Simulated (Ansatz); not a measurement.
CoO:
```cif
data_Co2O2
_chemical_formula_sum 'Co2 O2'
_space_group_name_H-M_alt 'P 1'
_space_group_IT_number 1
_cell_length_a 2.81547
_cell_length_b 2.81547
_cell_length_c 5.38229
_cell_angle_alpha 90.000
_cell_angle_beta 90.000
_cell_angle_gamma 120.000
loop_
_space_group_symop_operation_xyz
  'x, y, z'
loop_
_atom_site_label
_atom_site_type_symbol
_atom_site_fract_x
_atom_site_fract_y
_atom_site_fract_z
_atom_site_occupancy
Co1 Co 0.00000 0.00000 0.00000 1
Co2 Co 0.00000 0.00000 0.50000 1
O1 O 0.33333 0.66667 0.25000 1
O2 O 0.66667 0.33333 0.75000 1
```
Starting moments (μB, in the order of the atoms Co Co O O): 2.3 -2.3 0.0 0.0.

Relaxed with PBE (plane waves, PAW; program Ansatz). Indices refer to the conventional cell of P6_3/mmc, a = 2.8155 Å, b = 2.8155 Å, c = 5.3823 Å, α = 90.00°, β = 90.00°, γ = 120.00°.

**Question.** Simulate the powder diffraction pattern (Ag Kα, λ = 0.560885 Å; lines above 1 %) up to 2θ = 30°.

**Answer.** Simulated powder pattern, Ag Kα, λ = 0.560885 Å (kinematic, ideal powder, no thermal factors, no anomalous dispersion; the 30 strongest lines at most, above 1 %, up to 2θ = 30°):

```csv
2θ (°),d (Å),I/Imax (%),hkl
11.96,2.691,22,(0002)
13.21,2.438,71,(1 0 -1 0)
14.51,2.221,7.3,(1 0 -1 1)
17.86,1.807,100,(1 0 -1 2)
22.38,1.445,1.4,(1 0 -1 3)
22.98,1.408,26,(1 1 -2 0)
24.06,1.346,7.4,(0004)
25.99,1.247,15,(1 1 -2 2)
26.60,1.219,8.5,(2 0 -2 0)
27.54,1.178,15,(1 0 -1 4)
29.26,1.110,18,(2 0 -2 2)
```

The start of the workflow was typed in or built on a structure type; neither database checked (COD, Materials Project) lists it. It is not the phase usual at ambient conditions (space group No. 225). The cell was relaxed with PBE under the symmetry of its start, as lowered by the spin order; its stability against distortions is not shown here. Spin order of the final state: antiferromagnetic, chosen from 3 collinear starts compared on coarse meshes (ties went to the first, and starts can fall back to one state), not a proven ground state. No Hubbard U is applied. Point labels and valley counts follow the cell and symmetry of the run, lower than the named group.

Potentials: the earlier of the program's two PAW sets.
